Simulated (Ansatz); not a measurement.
Mg, first-principles data

Mg:
```xyz
3
Lattice="1.5946 0.9206 7.7137 -1.5946 0.9206 7.7137 0.0000 -1.8413 7.7137" Properties=species:S:1:pos:R:3 pbc="T T T"
Mg     0.0000     0.0000     0.0000
Mg     0.0000     0.0000     5.1378
Mg     0.0000     0.0000    18.0032
```

Space group R-3m (No. 166), 9R (Sm type); conventional cell a = 3.189 Å, b = 3.189 Å, c = 23.141 Å, α = 90.00°, β = 90.00°, γ = 120.00°.

Method: the program Ansatz at the r²SCAN level (PAW). Structure relaxed to zero pressure with the same functional. Other levels are named where they apply.

Cell and energy:

Volume per atom: 22.65 Å³
Density: 1.78 g/cm³

Electronic structure:

Electronic character: metallic (no gap)
Density of states at the Fermi level: 0.39 states/eV per atom (mean over ±0.08 eV)

Mechanics:

Bulk modulus (Birch–Murnaghan fit): 39.4 GPa
Pressure derivative B′: 3.9
Elastic constants (relaxed ions, GPa): C11 = 67.6, C12 = 28.5, C13 = 21.4, C14 = 0.5, C33 = 76.4, C44 = 22.6
Mechanical stability: stable (all eigenvalues of C positive)
Hill bulk and shear moduli: 39.4 and 22.1 GPa
Young's modulus: 55.9 GPa
Poisson's ratio: 0.26
Debye temperature from the elastic constants: 412 K

Phonons:

Highest zone-centre frequency: 232 cm⁻¹
Zone-centre stability: no imaginary mode at Γ

The first step of the workflow began from a Materials Project structure, measured or hypothetical; the Crystallography Open Database copy checked does not list it. It is not the phase usual at ambient conditions (space group No. 194). Symmetry was held in the r²SCAN relaxation. As this level gives no gap, shear constants depend on the k-mesh and smearing (Fermi–Dirac, 0.1 eV here). As this level gives no gap, phonon frequencies hold no LO–TO term and depend on the k-mesh and smearing (Fermi–Dirac, 0.1 eV here). Axis ratios of metals converge slowly with the k-mesh, so a and c are less sure than the volume.

Potentials: the earlier of the program's two PAW sets.
